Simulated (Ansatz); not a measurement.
W:
```
W
1.0
    5.05387     0.00000     0.00000
    0.00000     5.05387     0.00000
    0.00000     0.00000     5.05387
W
8
Direct
  0.00000   0.00000   0.00000
  0.50000   0.50000   0.50000
  0.00000   0.50000   0.25000
  0.00000   0.50000   0.75000
  0.25000   0.00000   0.50000
  0.75000   0.00000   0.50000
  0.50000   0.75000   0.00000
  0.50000   0.25000   0.00000
```

Relaxed with r²SCAN. Special points in fractions of this cell's reciprocal vectors: Γ (0.000, 0.000, 0.000); X (0.000, 0.500, 0.000); M (0.500, 0.500, 0.000); R (0.500, 0.500, 0.500).

Task: List the band energies nearest the Fermi level at these points for DFT-r²SCAN in the program Ansatz with PAW potentials.

Result: In eV from the Fermi level; about four levels below and three above (degenerate sets whole), none deeper than 8.9 eV; points with the same levels are listed once.

```json
[
 {"k": "Γ", "below": "-1.59 -1.59 -0.46 -0.46 -0.46", "above": "1.73 1.73 1.73"},
 {"k": "X", "below": "-1.27 -1.27 -0.98 -0.98", "above": "0.63 0.63 0.77 0.77"},
 {"k": "M", "below": "-1.78 -1.27 -0.90 -0.90", "above": "0.25 0.25 0.26"},
 {"k": "R", "below": "-1.52 -1.52 -1.52 -1.52 -1.52 -1.52", "above": "1.43 1.43 1.43 1.43 1.43 1.43"}
]
```

Space group Pm-3n (A15 (β-W type)). The workflow started from an entry of the Crystallography Open Database (COD), which files this formula under 6 space groups. It is not the phase usual at ambient conditions (space group No. 229). The cell was relaxed with r²SCAN under the symmetry of its start; of distortions, only those at the zone centre were tested. No spin polarisation was allowed. Scalar-relativistic: spin–orbit coupling is off unless named, which matters more the heavier the elements.

Potentials: the earlier of the program's two PAW sets.
